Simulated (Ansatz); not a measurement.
Geometry optimisation in Ansatz: input, command and trajectory.

```yaml
crystal:
  lattice:
    - [0.0, 3.3575562554, 3.3575562554]
    - [3.3575562554, 0.0, 3.3575562554]
    - [3.3575562554, 3.3575562554, 0.0]
  atoms:
    - { symbol: V, position: [0.625, 0.625, 0.625] }
    - { symbol: V, position: [0.125, 0.625, 0.625] }
    - { symbol: V, position: [0.625, 0.625, 0.125] }
    - { symbol: V, position: [0.625, 0.125, 0.625] }
    - { symbol: Cr, position: [0.0, 0.0, 0.0] }
    - { symbol: Cr, position: [0.25, 0.25, 0.25] }
basis:
  ecutwfc: 420
kpoints:
  mp_grid: { grid: [4, 4, 4] }
hamiltonian:
  xc: pbe
scf:
  occupations: { method: gaussian, width: 0.1 }
  lower_state_search: "off"
output:
  forces: true
  stress: true
  eigenvalues: true
relax:
  adjacent_minimum: "off"
  f_tol: 0.04
  max_steps: 70
  cell: { stress_tol: 0.4 }
```

```bash
ansatz run input.yaml --threads 1 --pin off --max-ram 2560MiB --backend cpu --events-out ev --progress --plain --runs-dir out
```

The calculation used DFT PBE, scalar-relativistic, plane waves, PAW in Ansatz 0.2.0.

Of 4 frames 4 are shown, positions in Å and forces in eV/Å; the SCF threshold varies from step to step. Steps run on the plane waves of an earlier cell, with a Pulay correction in the pressure. The basis is chosen afresh for the last frame, the zero of the energies, and at times for earlier ones too; energy and pressure step there, also at an unchanged geometry.

```xyz
6
Lattice="0.0000 3.3576 3.3576 3.3576 0.0000 3.3576 3.3576 3.3576 0.0000" Properties=species:S:1:pos:R:3:forces:R:3 pbc="T T T" step=1 free_energy_over_end_meV_per_atom=22.31 pressure_GPa=10.95
V     4.1969    4.1969    4.1969    0.0000    0.0000    0.0000
V     4.1969    2.5182    2.5182    0.0000    0.0000    0.0000
V     2.5182    2.5182    4.1969    0.0000    0.0000    0.0000
V     2.5182    4.1969    2.5182    0.0000    0.0000    0.0000
Cr    0.0000    0.0000    0.0000    0.0000    0.0000    0.0000
Cr    1.6788    1.6788    1.6788    0.0000    0.0000    0.0000
6
Lattice="0.0000 3.4088 3.4088 3.4088 0.0000 3.4088 3.4088 3.4088 0.0000" Properties=species:S:1:pos:R:3:forces:R:3 pbc="T T T" step=2 free_energy_over_end_meV_per_atom=0.90 pressure_GPa=1.34
V     4.2610    4.2610    4.2610    0.0000    0.0000    0.0000
V     4.2610    2.5566    2.5566    0.0000    0.0000    0.0000
V     2.5566    2.5566    4.2610    0.0000    0.0000    0.0000
V     2.5566    4.2610    2.5566    0.0000    0.0000    0.0000
Cr    0.0000    0.0000    0.0000    0.0000    0.0000    0.0000
Cr    1.7044    1.7044    1.7044    0.0000    0.0000    0.0000
6
Lattice="0.0000 3.4162 3.4162 3.4162 0.0000 3.4162 3.4162 3.4162 0.0000" Properties=species:S:1:pos:R:3:forces:R:3 pbc="T T T" step=3 free_energy_over_end_meV_per_atom=0.58 pressure_GPa=0.10
V     4.2702    4.2702    4.2702    0.0000    0.0000    0.0000
V     4.2702    2.5621    2.5621    0.0000    0.0000    0.0000
V     2.5621    2.5621    4.2702    0.0000    0.0000    0.0000
V     2.5621    4.2702    2.5621    0.0000    0.0000    0.0000
Cr    0.0000    0.0000    0.0000    0.0000    0.0000    0.0000
Cr    1.7081    1.7081    1.7081    0.0000    0.0000    0.0000
6
Lattice="0.0000 3.4162 3.4162 3.4162 0.0000 3.4162 3.4162 3.4162 0.0000" Properties=species:S:1:pos:R:3:forces:R:3 pbc="T T T" step=4 free_energy_over_end_meV_per_atom=0.00 pressure_GPa=0.13
V     4.2702    4.2702    4.2702    0.0000    0.0000    0.0000
V     4.2702    2.5621    2.5621    0.0000    0.0000    0.0000
V     2.5621    2.5621    4.2702    0.0000    0.0000    0.0000
V     2.5621    4.2702    2.5621    0.0000    0.0000    0.0000
Cr    0.0000    0.0000    0.0000    0.0000    0.0000    0.0000
Cr    1.7081    1.7081    1.7081    0.0000    0.0000    0.0000
```

The start puts this composition into another compound's structure type, which needn't suit it. At the end the space group is Fd-3m (tolerance 0.05 Å).

The run took 8.3 s on 1 thread of Arm Neoverse V2, with other jobs on the host, peak memory 0.37 GiB.

The k mesh is coarse. Spin polarisation was left out, and a magnetic state may lie lower.